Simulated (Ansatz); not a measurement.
The relaxed structure here is a generated cell of ZnNi: the first start was made by placing the elements on the sites of a structure type, and the end was not matched to a known phase here, so it may be hypothetical.

A relaxed cell of ZnNi (Pbcm (No. 57)), relaxed on a k-mesh at least as fine as the one used below. Computed with PBE (plane waves to 420 eV, PAW, scalar-relativistic; Ansatz, a quantum-chemistry and plane-wave program). Γ-centred k-mesh 7×7×8 on the run's cell (coarser than for final values), Fermi–Dirac smearing 0.05 eV.

```
CELL_PARAMETERS angstrom
      5.13749     0.00000     0.00000
      0.00000     4.50162     0.00000
      0.00000     0.00000     4.23681
ATOMIC_POSITIONS crystal
  Zn 0.35574 0.57652 0.25000
  Zn 0.35574 0.92348 0.75000
  Zn 0.64426 0.07652 0.25000
  Zn 0.64426 0.42348 0.75000
  Ni 0.87455 0.58783 0.25000
  Ni 0.87455 0.91217 0.75000
  Ni 0.12545 0.08783 0.25000
  Ni 0.12545 0.41217 0.75000
```

Every atom was then displaced, and the forces became (eV/Å):

```tsv
atom	Fx	Fy	Fz
Zn1	0.34	0.05	0.09
Zn2	-0.36	0.29	0.51
Zn3	0.26	-0.69	-0.61
Zn4	0.21	0.47	-0.10
Ni5	-0.06	0.95	1.01
Ni6	0.81	-0.31	-0.13
Ni7	-0.77	-0.53	-0.25
Ni8	-0.43	-0.24	-0.51
```

Task: Which atom was moved farthest relative to the others, and in which direction?

Result: Ni5, by (0.00, -0.12, -0.16) Å (0.20 Å, mean shift removed); the next is Ni7 with 0.16 Å. Its force makes an angle of 174° with its move.

All displacements (Å):

| atom | ux | uy | uz |
|---|---|---|---|
| Zn1 | -0.034 | 0.025 | -0.016 |
| Zn2 | 0.016 | -0.104 | -0.035 |
| Zn3 | 0.012 | 0.012 | 0.105 |
| Zn4 | -0.057 | -0.113 | 0.002 |
| Ni5 | -0.003 | -0.168 | -0.147 |
| Ni6 | -0.101 | -0.022 | 0.073 |
| Ni7 | 0.128 | 0.037 | 0.047 |
| Ni8 | 0.038 | -0.029 | 0.038 |

Task: Estimate the energy cost of the displacement in the harmonic approximation and compare with the calculation.

Result: For a harmonic well ΔE = −½ Σ F·u = 0.376 eV a cell, or 47 meV/atom. The calculated energy relative to the undisplaced cell is +0.05 eV/atom, so the harmonic estimate holds well.

No spin polarisation in the result: the starting moments vanished. A magnetic state may lie lower.

The run that gave the undisplaced cell could not lose the symmetry of its start; a randomly shaken copy of 8 atoms returns to this structure.
